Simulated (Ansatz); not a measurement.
HfZn₂ (cubic Laves (MgCu2 type), space group No. 227) at seven volumes, plane-wave PAW r²SCAN (Ansatz code), scaled uniformly. One row is withheld.

```
V (Å³/atom)  P (GPa)
-----------  -------
14.639         14.08
15.121          8.62
15.604          3.97
16.087          0.00
16.569             ?
17.052         -6.28
17.534         -8.75
```

**Question.** Fit the shown pressures and predict the withheld one.

**Answer.** Third-order Birch–Murnaghan: P = (3/2)B₀(x^(7/2) − x^(5/2))[1 + (3/4)(B′ − 4)(x − 1)] with x = (V₀/V)^(2/3). Least squares on the six rows gives V₀ = 16.087 Å³/atom, B₀ = 122.0 GPa, B′ = 4.27. At V = 16.569, x = 0.9805 and P = -3.38 GPa. The run itself gave -3.39 GPa.

Space group Fd-3m (cubic Laves (MgCu2 type)). The workflow started from an entry of the Crystallography Open Database (COD). Its standing as an ambient phase is unchecked. The cell was relaxed with r²SCAN under the symmetry of its start; its stability against distortions is not shown here. No spin polarisation was allowed. Spin–orbit coupling is left out wherever it is not named.

Potentials: the later of the program's two PAW sets.
